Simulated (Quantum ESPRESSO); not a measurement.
```xyz
3
Lattice="2.0723 1.1964 6.9586 -2.0723 1.1964 6.9586 0.0000 -2.3929 6.9586" Properties=species:S:1:pos:R:3 pbc="T T T"
O      0.0000     0.0000     0.0000
Cs     0.0000     0.0000     5.4645
Cs     0.0000     0.0000    15.4114
```

The PBEsol cell relaxed from Materials Project entry mp-7988 was given an isotropic strain of +1 % on all lattice vectors, and the atoms were relaxed again.

What does PBEsol (Quantum ESPRESSO, PseudoDojo norm-conserving, 84 Ry, scalar-relativistic) give for the electronic structure near the Fermi level?

The PBEsol gap is indirect, 0.86 eV, from L to Γ; the smallest direct gap is 1.46 eV.
